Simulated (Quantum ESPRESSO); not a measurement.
# Computed NMR tensors in CaS

```
CELL_PARAMETERS angstrom
      0.00000     2.85237     2.85237
      2.85237     0.00000     2.85237
      2.85237     2.85237     0.00000
ATOMIC_POSITIONS crystal
  Ca 0.00000 0.00000 0.00000
  S  0.50000 0.50000 0.50000
```
The geometry is a computed Materials Project entry, not a measured one. It is CaS in Fm-3m; whether this form has been observed was not checked. Stability against distortions was not tested.

Shieldings are absolute and leave out the bulk-susceptibility term; a larger σ means a smaller chemical shift. By our sweeps, such settings leave a few ppm in absolute σ. No d partial waves on S: the paramagnetic term there is incompletely reconstructed. PBE places the empty d or f states of Ca too low, which is known to distort σ on and beside such ions. The structure is static (0 K, no zero-point motion).

Task: What do the calculations give at each independent site (shieldings by PBE GIPAW on JTH datasets (Quantum ESPRESSO, modified build), 20 Ha, k-mesh 6×6×6 shifted, f-sum rule met within 0.005 %)?

Result: 
| site | site symmetry | σ_iso (ppm) |
|---|---|---|
| Ca (atom 1) | m-3m | 970 |
| S (atom 2) | m-3m | 354 |
